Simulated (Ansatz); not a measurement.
LiNbO₃ (LiNbO3 type, space group R3c)

```
LiNbO3
1.0
    2.56726     1.48221     4.60839
   -2.56726     1.48221     4.60839
    0.00000    -2.96442     4.60839
Li Nb O
2 2 6
Direct
  0.70259   0.70259   0.70259
  0.20259   0.20259   0.20259
  0.98497   0.98497   0.98497
  0.48497   0.48497   0.48497
  0.62340   0.87401   0.26474
  0.87401   0.26474   0.62340
  0.26474   0.62340   0.87401
  0.76474   0.37401   0.12340
  0.37401   0.12340   0.76474
  0.12340   0.76474   0.37401
```

The volume is varied about the relaxed value V₀ at fixed cell shape. The atoms relax within the cell's symmetry.

Computed with PBEsol (plane waves to 420 eV, PAW, scalar-relativistic; Ansatz, a program for electronic structure). k mesh 8×8×8 (Γ-centred), Fermi-Dirac smearing 0.05 eV. The energy includes the smearing's −TS. Compression counts positive. The points do not follow one Birch-Murnaghan curve well, so no fit is quoted. LiNbO3 is run without spin polarisation. LiNbO3 was relaxed with its symmetry unable to fall. The zero of ΔE is the relaxed starting cell.

The scan covers V/V₀ from 0.840 to 1.160 in 11 points.

Task: What pressure does the cell carry at V/V₀ = 0.840?

Result: 28.4 GPa.

Task: What is ΔE at V/V₀ = 0.840?

Result: 130.4 meV/atom.

Task: What is ΔE at V/V₀ = 1.160?

Result: 63.6 meV/atom.

(Under strain, the slope of the energy per volume gives the stress and its curvature an elastic modulus.)
